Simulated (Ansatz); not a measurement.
RbHgF3:
```cif
data_F3HgRb
_chemical_formula_sum 'Rb1 Hg1 F3'
_space_group_name_H-M_alt 'Pm-3m'
_space_group_IT_number 221
_space_group_name_Hall '-P 4 2 3'
_cell_length_a 4.53399
_cell_length_b 4.53399
_cell_length_c 4.53399
_cell_angle_alpha 90.000
_cell_angle_beta 90.000
_cell_angle_gamma 90.000
loop_
_atom_site_label
_atom_site_type_symbol
_atom_site_symmetry_multiplicity
_atom_site_Wyckoff_symbol
_atom_site_fract_x
_atom_site_fract_y
_atom_site_fract_z
_atom_site_occupancy
Rb1 Rb 1 a 0.00000 0.00000 0.00000 1
Hg1 Hg 1 b 0.50000 0.50000 0.50000 1
F1 F 3 c 0.00000 0.50000 0.50000 1
```

Relaxed with PBEsol. PBEsol (plane waves, PAW; program Ansatz) gives a gap of 0.44 eV.

Q: What gap does HSE06 give on the same cell (Ansatz, PAW)?

A: 2.33 eV, 1.89 eV more. The hybrid was solved on a coarser mesh and at special points; the gap given is the minimum over both.

```tsv
k	v1 PBEsol	c1 PBEsol	v1 HSE06	c1 HSE06
Γ	-2.51	0.44	-2.86	2.33
R	0.00	5.63	(withheld)	(withheld)
M	0.00	4.32	(withheld)	(withheld)
X	-2.10	3.13	(withheld)	(withheld)
```

Q: Top valence (v1) and lowest conduction level (c1) in eV from each method's valence maximum (which need not be a listed point): supply the withheld HSE06 values.

A: 
- M, v1 HSE06: 0.00
- M, c1 HSE06: 6.30
- R, v1 HSE06: 0.00
- R, c1 HSE06: 7.85
- X, v1 HSE06: -2.02
- X, c1 HSE06: 4.95

Cost on shared cores: the PBEsol run (SCF on a 6×6×6 mesh, then bands and DOS) very roughly 26 core-seconds, the HSE06 run (SCF on 4×4×4, then a few points) roughly 90 core-seconds; the tasks are unlike.

The first step of the workflow began from a Materials Project structure, measured or hypothetical; the Crystallography Open Database files this formula in space group No. 221, but the cells were not matched. Whether it is the stable phase at ambient conditions was not checked. Symmetry was held in the PBEsol relaxation; whether a distortion lowers the energy is not shown. Scalar-relativistic: spin–orbit coupling is off unless named, which matters more the heavier the elements.

Potentials: the later of the program's two PAW sets.
